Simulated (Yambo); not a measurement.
Yambo run on BaTiO3 (space group R3m, No. 160). The wavefunctions are PBEsol (pw.x of Quantum ESPRESSO, ONCV potentials, without SOC) ones on a 4×4×4 mesh (20 occupied bands); a = 4.0338 Å, b = 4.0338 Å, c = 4.0338 Å, α = 89.84°, β = 89.84°, γ = 89.84°.

Yambo input:

```
rim_cut
HF_and_locXC
RandQpts= 1000000
RandGvec= 1 Ry
EXXRLvcs= 84 Ry
VXCRLvcs= 336 Ry
% QPkrange
 1 | 1 | 20 | 21 |
 3 | 3 | 20 | 21 |
 7 | 7 | 20 | 21 |
 13 | 13 | 20 | 21 |
%
```

k points by index: 1 = Γ, 3 = L, 7 = F, 13 = Z.

The o-*.hf file then holds:

```
#    K-point    Band    Eo [eV]    Ehf [eV]    Vxc [eV]    Vnlxc [eV]
#
    1    20    -0.391665    -4.997311    -19.89386    -24.49951
    1    21    2.369839    9.338378    -18.84914    -11.88060
    3    20    -0.812852    -5.755504    -19.76988    -24.71253
    3    21    2.516799    9.716938    -19.32295    -12.12281
    7    20    -0.055020    -5.148503    -19.54611    -24.63959
    7    21    3.827388    11.74055    -21.15130    -13.23814
    13    20    0.000000    -5.088565    -19.66981    -24.75838
    13    21    4.281664    12.64710    -21.44330    -13.07786
```
Exchange alone, without screening.

Geometry of the Materials Project entry, not relaxed at this level.
